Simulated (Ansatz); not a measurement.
## Structure relaxation, Nb

The start is a relaxed Nb cell displaced along its unstable phonon at q = Γ (66i cm⁻¹), largest move 0.15 Å. The structure is fully relaxed (lattice and positions, P = 0) with PBEsol (plane waves to 420 eV, PAW, scalar-relativistic; Ansatz, an electronic-structure program). The first steps use a coarse 13×13×3 k-mesh.

Initial structure:
```
CELL_PARAMETERS angstrom
      2.82579     0.00000     0.00000
     -1.41289     2.44720     0.00000
      0.00000     0.00000    10.42299
ATOMIC_POSITIONS crystal
  Nb 0.03065 0.06129 0.00000
  Nb 0.03065 0.06129 0.50000
  Nb 0.30269 0.60537 0.25000
  Nb 0.63602 0.27204 0.75000
```

Question: How does the volume per atom move from start to end?

Answer: -2.9 %, from 18.02 to 17.50 Å³/atom.

Question: Does it find its way back to the structure it was made from?

Answer: It does not go back: it reaches Im-3m (No. 229), bcc (W type), 0.30 eV/atom below the parent.

Question: Is the relaxed structure metallic? Give its gap.

Answer: No gap (metallic).

Final values are on a 20×20×20 k-mesh of the relaxed cell. No spin polarisation in the result.

The run could not lose the symmetry of its start.

Of the parent cell (P6₃/mmc (No. 194)): it is a generated cell of Nb: the first start was made by placing the elements on the sites of a structure type, and the end was not matched to a known phase here, so it may be hypothetical. Known forms of Nb include space group No. 229.
